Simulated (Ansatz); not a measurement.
All numbers below come from Ansatz 0.2.0, DFT PBE, scalar-relativistic, plane waves, PAW, and for the lanthanide a 4f-in-core norm-conserving potential. All cells share a 690 eV cutoff and Γ-centred k meshes spaced about 0.3 Å⁻¹ or finer (0.25 for metals, 2π included). No spin polarisation.

Temperature and zero-point effects are left out.

Compare these two cells of Ho2O, each relaxed at this level.

A.

```
Ho O
1.0
     3.63862    0.00000    0.00000
    -1.81931    3.15114    0.00000
     0.00000    0.00000   12.13259
Ho O
4 2
Direct
  0.00000 0.00000 0.44426
  0.00000 0.00000 0.94426
  0.33333 0.66667 0.68747
  0.66667 0.33333 0.18748
  0.00000 0.00000 0.12853
  0.00000 0.00000 0.62853
```

B.

```
Ho O
1.0
    -2.35918    2.35918    5.26049
     2.35918   -2.35918    5.26049
     2.35918    2.35918   -5.26049
Ho O
4 2
Direct
  0.01478 0.51478 0.50000
  0.48522 0.98522 0.50000
  0.26478 0.26478 0.00000
  0.73522 0.73522 0.00000
  0.25000 0.75000 0.50000
  0.50000 0.50000 0.00000
```

Question: Which form is favoured at zero pressure, and by what margin per atom?

Answer: They are level within the accuracy (6 meV/atom apart, with A the lower in these runs). A has space group P6_3mc (No. 186), 23.2 Å³/atom and a gap of 0.11 eV on its mesh; B has the anti-anatase type, space group I4_1/amd (No. 141), 19.5 Å³/atom and no gap. Counting O atoms around Ho (those within 1.25 times the shortest such distance or 1.15 times the sum of covalent radii, 1.27 where that leaves under three; a slash parts the counts of unlike sites), A has Ho 1/3 and B has Ho 3. Both come from trial cells of a structure search, whose lowest cell (P4_2/nmc, 24.0 Å³/atom) lies 35 meV/atom below the lower of the two.

The k mesh leaves some 4 meV/atom of noise in the energy of each metallic cell. Kohn–Sham gaps at this level usually fall short of measured ones. Small gaps are read on the mesh alone, and bands can cross between its points. Cells relaxed within their symmetry can be saddle points. Some candidate types were left out of the draw beforehand, so a known form may be missing.

The lanthanide is trivalent by construction, without f bands, f moments or other valences.
